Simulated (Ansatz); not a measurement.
The relaxed structure here is a generated cell of ReSe2: the first start was made by placing the elements on the sites of a structure type, and the end was not matched to a known phase here, so it may be hypothetical.

The end point of a relaxation of ReSe₂. Level of theory: r2SCAN (plane waves to 500 eV, PAW, scalar-relativistic; Ansatz, a quantum-chemistry and plane-wave program).

```
CELL_PARAMETERS angstrom
      0.00000     4.96304     4.96304
      4.96304     0.00000     4.96304
      4.96304     4.96304     0.00000
ATOMIC_POSITIONS crystal
  Re 0.12500 0.12500 0.12500
  Re 0.62500 0.12500 0.12500
  Re 0.12500 0.62500 0.12500
  Re 0.12500 0.12500 0.62500
  Se 0.37941 0.37941 0.37941
  Se 0.86176 0.37941 0.37941
  Se 0.37941 0.86176 0.37941
  Se 0.37941 0.37941 0.86176
  Se 0.87059 0.87059 0.87059
  Se 0.38824 0.87059 0.87059
  Se 0.87059 0.38824 0.87059
  Se 0.87059 0.87059 0.38824
```

Task: Find the space group and the Wyckoff positions (tolerance 0.01 Å).

Result: Space group Fd-3m, origin choice 1 (No. 227); a = 9.9261 Å, b = 9.9261 Å, c = 9.9261 Å, α = 90.00°, β = 90.00°, γ = 90.00°

```
atom  site  symmetry       x       y       z
----  ----  --------  ------  ------  ------
Re     16d      .-3m  0.6250  0.6250  0.6250
Se     32e       .3m  0.3706  0.3706  0.3706
```

This is the AFLOW prototype AB2_cF48_227_c_e (as in Ti2C).

Task: Give the shortest distances between elements (the closest pairs, up to four, under 3.6 Å).

Result: Re–Se 2.53 Å; Se–Se 3.39 Å; Re–Re 3.51 Å.

- Volume per atom: 20.37 Å³
- Band gap: no gap (metallic)

No spin polarisation in the result. A magnetic state may lie lower.

The run could not lose the symmetry of its start: the end is stationary, and may be a saddle point rather than a minimum.
